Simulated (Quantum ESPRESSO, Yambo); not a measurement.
At a photon energy of 11.00 eV, RPA with local fields on PBEsol bands shifted by a G0W0 scissor of 4.53 eV (Quantum ESPRESSO and Yambo; 3×3×4 mesh, 111 bands, 3 Ry local-field block, 0.2 eV broadening) gives ε = 2.52 + 0.86i for K2TiF6 (space group P-3m1, No. 164), field along x. Axes are Cartesian, with cell vectors (Å) (5.69, 0.00, 0.00), (-2.84, 4.92, 0.00), (0.00, 0.00, 4.59).

### Question
Work out n, κ, the normal-incidence reflectivity, the absorption coefficient and the penetration depth.

### Answer
|ε| = 2.66; n = √((|ε| + ε1)/2) = 1.61, κ = √((|ε| − ε1)/2) = 0.27. R = ((n − 1)² + κ²)/((n + 1)² + κ²) = 0.06. α = 2Eκ/(ħc) with ħc = 197.327 eV nm: 0.0298 per nm = 3.0 × 10⁵ per cm, a 1/e depth of 34 nm. The computed direct gap is 9.51 eV, and the energy scale of the real crystal may differ from it. Excitonic effects are left out, and values at one energy depend on mesh and broadening. The scissor comes from a G0W0 run whose convergence isn't established. Convergence of the RPA response with its 3×3×4 mesh was not tested.

Geometry of the Materials Project entry, not relaxed at this level; primitive cell a = b = 5.685 Å, c = 4.590 Å, α = β = 90.00°, γ = 120.00°.
